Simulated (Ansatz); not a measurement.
AlCrB:
```cif
data_Al4B4Cr4
_chemical_formula_sum 'Al4 B4 Cr4'
_space_group_name_H-M_alt 'Cmcm'
_space_group_IT_number 63
_space_group_name_Hall '-C 2c 2'
_cell_length_a 2.98457
_cell_length_b 13.80309
_cell_length_c 2.94750
_cell_angle_alpha 90.000
_cell_angle_beta 90.000
_cell_angle_gamma 90.000
loop_
_atom_site_label
_atom_site_type_symbol
_atom_site_symmetry_multiplicity
_atom_site_Wyckoff_symbol
_atom_site_fract_x
_atom_site_fract_y
_atom_site_fract_z
_atom_site_occupancy
Al1 Al 4 c 0.00000 0.69153 0.25000 1
B1 B 4 c 0.00000 0.53276 0.25000 1
Cr1 Cr 4 c 0.00000 0.08403 0.75000 1
```
(The calculation used a cell of 6 atoms; values per cell refer to that cell.)

Relaxed with r²SCAN.

Q: Tabulate the valence density and the electron localisation function along the shortest B–Cr contact (2.20 Å), r²SCAN (plane waves, PAW; program Ansatz).

A: 

| distance from B (Å) | density (e/Å³) | ELF |
|---|---|---|
| 0.22 | 0.50 | 0.01 |
| 0.33 | 0.62 | 0.08 |
| 0.44 | 0.69 | 0.24 |
| 0.55 | 0.68 | 0.42 |
| 0.66 | 0.64 | 0.54 |
| 0.77 | 0.57 | 0.57 |
| 0.88 | 0.52 | 0.53 |
| 0.99 | 0.48 | 0.40 |
| 1.10 | 0.49 | 0.27 |
| 1.21 | 0.56 | 0.21 |
| 1.32 | 0.76 | 0.24 |
| 1.43 | 1.42 | 0.34 |
| 1.54 | 2.85 | 0.47 |
| 1.65 | 5.21 | 0.59 |
| 1.76 | 8.65 | 0.70 |
| 1.87 | 13.06 | 0.81 |
| 1.98 | 17.75 | 0.88 |

The density is the valence pseudo-density with augmentation charge, so density and ELF within about 1 Å of a nucleus are not all-electron values.

The start of the workflow was typed in or built on a structure type; neither database checked (COD, Materials Project) lists it. Its standing as an ambient phase is unchecked. The r²SCAN relaxation kept the symmetry of its start; whether a distortion lowers the energy is not shown. The workflow began spin-polarised and lost its moments.

Potentials: the earlier of the program's two PAW sets.
